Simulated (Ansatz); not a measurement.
YCu5:
```
YCu5
1.0
    4.99882     0.00000     0.00000
   -2.49941     4.32910     0.00000
    0.00000     0.00000     4.03196
Y Cu
1 5
Cartesian
  0.00000   0.00000   0.00000
  0.00000   2.88607   0.00000
  2.49941   1.44303   0.00000
  2.49941   0.00000   2.01598
  1.24970   2.16455   2.01598
 -1.24970   2.16455   2.01598
```

Relaxed with r²SCAN. Special points in fractions of this cell's reciprocal vectors: Γ (0.000, 0.000, 0.000); M (0.500, 0.000, 0.000); K (0.333, 0.333, 0.000); A (0.000, 0.000, 0.500); L (0.500, 0.000, 0.500); H (0.333, 0.333, 0.500).

**Question.** List the band energies nearest the Fermi level at these points for r²SCAN in the plane-wave PAW code Ansatz.

**Answer.** In eV from the Fermi level; about four levels below and three above (degenerate sets whole), none deeper than 8.9 eV; points with the same levels are listed once.

```tsv
k	below	above
Γ	-1.78 -1.78 -1.72 -0.46	0.01 0.01 0.35
M	-2.43 -1.78 -0.91 -0.12	0.98 1.69 2.15
K	-2.38 -2.38 -1.95 -1.78	0.90 1.79 1.79
A	-1.72 -0.78 -0.78 -0.22	0.11 0.11 4.46
L	-1.84 -1.78 -1.75 -1.34	0.67 1.01 1.10
H	-1.28 -1.28 -0.44 -0.09	3.07 3.07 3.16 3.16
```

Space group P6/mmm. The first step of the workflow began from a Materials Project structure, measured or hypothetical; the Crystallography Open Database files this formula in space group No. 191, but the cells were not matched. Whether it is the stable phase at ambient conditions was not checked. The cell was relaxed with r²SCAN under the symmetry of its start; its stability against distortions is not shown here. The run is not spin-polarised. Spin–orbit coupling is left out wherever it is not named.

Potentials: the later of the program's two PAW sets.
